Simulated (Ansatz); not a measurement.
A frame of Hf₃WO₉ from dynamics at 2160 K, with the forces (eV/Å) computed on a k mesh in the last three columns. Theory: DFT PBE, scalar-relativistic, plane waves, PAW (Ansatz 0.2.0).

Settings: cutoff 420 eV, Γ-centred mesh 3×3×3 on the computed 26-atom cell, Fermi–Dirac smearing of 0.19 eV; no spin polarisation.

```xyz
26
Lattice="7.035 0.013 -0.029 0.013 7.079 -0.127 -0.029 -0.127 7.170" Properties=species:S:1:pos:R:3:forces:R:3 pbc="T T T"
W     1.311    0.628    0.172    4.870    0.110    1.080
W     3.360    5.473    4.883    4.010   -3.380   -4.670
O     4.801    1.166    1.444    0.290    3.070    1.420
O     5.337    2.102    5.809    1.390    0.940    0.110
O     6.970    3.983    7.025   -1.330    0.280   -2.490
O     4.745    5.003    5.850    1.410   -0.140    0.370
O     0.315    0.333    5.980   -4.570    1.310   -2.290
O     2.725    1.822    7.090   -0.430   -0.940   -1.260
O     2.710    6.394    0.148    1.210    2.070    1.690
O     0.160    5.546    4.414   -0.470   -0.660   -0.910
O     1.237    3.185    1.565    3.750    0.410   -0.690
O     4.573    6.898    4.327    1.510    0.210   -2.160
O     2.398    6.903    5.124   -2.950    5.220    0.370
O     0.644    0.495    1.808   -2.100   -0.350    0.960
O     0.025    2.679    3.339   -2.910   -1.580    1.290
O     1.572    5.380    3.356    1.200    1.200   -0.240
O     2.129    1.721    3.480    4.920    0.770    0.530
O     4.213    3.552    3.839    0.250   -1.030   -0.150
O     4.559    4.231    1.250   -0.620   -4.150    0.870
O     2.385    4.182    5.636   -2.390   -2.990    0.370
Hf    3.756    1.468    4.921   -0.170    1.910    1.950
Hf    1.791    4.742    0.214   -1.710   -3.830    2.800
Hf    6.314    2.782    1.300   -2.180    1.470   -0.670
Hf    0.760    0.556    3.889   -2.710   -3.910    0.150
Hf    3.331    2.481    1.897    1.500    2.290   -0.850
Hf    6.196    3.692    4.757   -1.760    1.720    2.430
```

Static pressure 7.5 GPa (no kinetic part), a gap on the mesh of 0.08 eV.

Counting as bonded all pairs within 1.2 times the summed covalent radii, but none from a metal cation to another cation:

| atom → neighbour | mean count | mean length (Å) | spread (Å) |
| --- | --- | --- | --- |
| Hf → O | 6.00 | 2.19 | 0.22 |
| O → Hf | 2.00 | 2.19 | 0.22 |
| O → W | 0.67 | 2.03 | 0.32 |
| W → O | 6.00 | 2.03 | 0.32 |

Angles between all pairs of such bonds at an atom (mean ± spread): 102 ± 30° at Hf, 113 ± 19° at O, 102 ± 31° at W.

Spin-orbit coupling is left out, which matters for the bands of heavy elements. An odd mesh misses points on the zone edge, so a gap read on it can be too wide.

Cost: 1 run of about 2.8 core-minutes, on Intel Xeon Platinum 8259CL (Skylake/Cascade Lake) (shared hosts).